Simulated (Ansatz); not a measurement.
One crystal and one scan (energy over volume and axial ratio) at two levels, r2SCAN (plane waves to 500 eV, PAW, scalar-relativistic; Ansatz, a quantum-chemistry and plane-wave program) and PBE (plane waves to 420 eV, PAW, scalar-relativistic; Ansatz), each from its own relaxed cell and on its own mesh. The cell shown is that of r2SCAN.

MoSi$_{2}$ (MoSi2 type, space group I4/mmm)

```
MoSi2
1.0
   -1.60108     1.60108     3.90975
    1.60108    -1.60108     3.90975
    1.60108     1.60108    -3.90975
Mo Si
1 2
Cartesian
  0.00000   0.00000   0.00000
  0.00000   0.00000   2.62187
  0.00000   0.00000   5.19763
```

The relaxed cell is deformed in two ways at once: its volume V is scaled, and at that volume it is stretched along z (the c axis of the conventional cell) so that c/a changes. Fractional atomic positions are held.

E stands for the smeared free energy. MoSi2 is run without spin polarisation. MoSi2 was relaxed with its symmetry unable to fall. The PAW data are Ansatz's earlier set. As the atoms are clamped, bonds stretch with the cell, which overstates energies and stresses. With partly filled bands, the response to shear is sensitive to the k mesh, so small differences along c/a are uncertain. Percentages come from the unrounded values. Both scans cover V/V₀ from 0.920 to 1.080 and (c/a)/(c/a)₀ from 0.880 to 1.120.

Results of r2SCAN:

```
Property                                                                                      Value
--------------------------------------------------------------------------------------------  -----
Lattice constant a (Å)                                                                        3.202
Lattice constant c (Å)                                                                        7.819
Relaxed volume (Å³/atom)                                                                      13.36
Modulus against c/a change at fixed volume, (3/4V)·∂²E/∂(ln c/a)² (fit, atoms clamped) (GPa)    208
```

**Question.** Estimate the PBE values.

**Answer.** 
```json
[
 {"quantity": "Lattice constant a (Å)", "PBE": "3.217", "r2SCAN − PBE": "-0.015 (-0.5 %)"},
 {"quantity": "Lattice constant c (Å)", "PBE": "7.873", "r2SCAN − PBE": "-0.054 (-0.7 %)"},
 {"quantity": "Relaxed volume (Å³/atom)", "PBE": "13.58", "r2SCAN − PBE": "-0.22 (-1.6 %)"},
 {"quantity": "Modulus against c/a change at fixed volume, (3/4V)·∂²E/∂(ln c/a)² (fit, atoms clamped) (GPa)", "PBE": "190", "r2SCAN − PBE": "+18 (+9 %)"}
]
```

r2SCAN gives the higher value for: modulus against c/a change at fixed volume. r2SCAN gives the lower value for: lattice constant a; lattice constant c; relaxed volume.

(A scan under strain: stresses follow from slopes of the energy per volume, elastic moduli from its curvatures.)
